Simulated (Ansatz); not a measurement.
# Tl (Im-3m), an elastic constant from a strain scan

These are results of DFT r2SCAN, scalar-relativistic, plane waves, PAW (Ansatz 0.2.0), not measurements. The runs took a 500 eV cutoff, a Γ-centred 18×18×18 mesh and Gaussian smearing (0.15 eV). Spin–orbit coupling is left out, which can shift energies with elements as heavy as these. No spin polarisation. Energies are free energies at this smearing, counted from the undisturbed cell; pressure is positive in compression.

The undisturbed cell (as given, not relaxed at this level; it stands at 0.9 GPa; this bcc form isn't the usual structure):

```yaml
crystal:
  lattice:
    - [-1.94100, 1.94100, 1.94100]
    - [1.94100, -1.94100, 1.94100]
    - [1.94100, 1.94100, -1.94100]
  atoms:
    - { symbol: Tl, position: [0.00000, 0.00000, 0.00000] }
```

The cell is strained by ε times the Voigt pattern (1, 0, 0, 0, 0, 0) (xx, yy, zz, yz, xz, xy; engineering shear) with fractional coordinates fixed. The cell holds 1 atom in V0 = 29.25 Å³. The stress column is τ = (1/V0) dE/dε, got from the stress tensor σ (compression positive) at each point as −det(1 + εP) σ : P(1 + εP)⁻¹, with P the pattern as a tensor.

| ε | ΔE (meV/atom) | τ (GPa) |
| --- | --- | --- |
| -0.0400 | 13.293 | -2.868 |
| -0.0300 | 8.587 | -2.297 |
| -0.0200 | 4.869 | -1.787 |
| -0.0100 | 2.030 | -1.330 |
| 0.0000 | 0.000 | -0.896 |
| 0.0100 | -1.240 | -0.463 |
| 0.0200 | -1.697 | -0.042 |
| 0.0300 | -1.415 | 0.343 |
| 0.0350 | -1.020 | 0.518 |
| 0.0400 | ? | ? |

Q: Which combination of elastic constants does this scan measure, and how large is it?

A: For small ε, τ = τ0 + Kε with K = pᵀCp, which for this pattern is C11 in the cubic axes. The parabola through τ at ε = -0.0100, 0 and 0.0100 has slope K = 43 GPa at zero. The energies per cell, E = NΔE, of the same two points give K = 2[E(ε₊)/ε₊ − E(ε₋)/ε₋]/[(ε₊ − ε₋)V0] = 43 GPa, in agreement.

Q: Predict the withheld row at ε = 0.0400 from the harmonic law, and compare.

A: ΔE = V0(τ0 ε + Kε²/2)/N = -0.212 meV/atom and τ = 0.84 GPa. The calculation gives -0.472 meV/atom and 0.68 GPa: the energy lies 0.26 meV/atom below the harmonic value, as bonds soften when stretched.

In a metal these slopes depend on the k mesh and the smearing.